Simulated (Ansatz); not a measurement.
Data:

Mg:
```cif
data_Mg2
_chemical_formula_sum 'Mg2'
_space_group_name_H-M_alt 'P 1'
_space_group_IT_number 1
_cell_length_a 3.18895
_cell_length_b 3.18895
_cell_length_c 5.10776
_cell_angle_alpha 90.000
_cell_angle_beta 90.000
_cell_angle_gamma 120.000
loop_
_space_group_symop_operation_xyz
  'x, y, z'
loop_
_atom_site_label
_atom_site_type_symbol
_atom_site_fract_x
_atom_site_fract_y
_atom_site_fract_z
_atom_site_occupancy
Mg1 Mg 0.33333 0.66667 0.75000 1
Mg2 Mg 0.66667 0.33333 0.25000 1
```

This is the PBEsol-relaxed structure.

Question: All from plane-wave PAW PBEsol (Ansatz code), unless another level is named. Give the highest zone-centre frequency.

Answer: 257 cm^-1.

Question: What about the bulk modulus (Birch–Murnaghan fit)?

Answer: 37.2 GPa.

Space group P6_3/mmc (hcp (Mg type)). The cell was relaxed with PBEsol under the symmetry of its start. As this level gives no gap, phonon frequencies hold no LO–TO term and depend on the k-mesh and smearing (Fermi–Dirac, 0.1 eV here). On the denser mesh and wider smearing of the elastic run this cell carries a stress of 0.5 GPa.

Potentials: the earlier of the program's two PAW sets. The files were generated under PBE; for other functionals the program regenerates the frozen cores, and for LDA and PBEsol the local potential too.
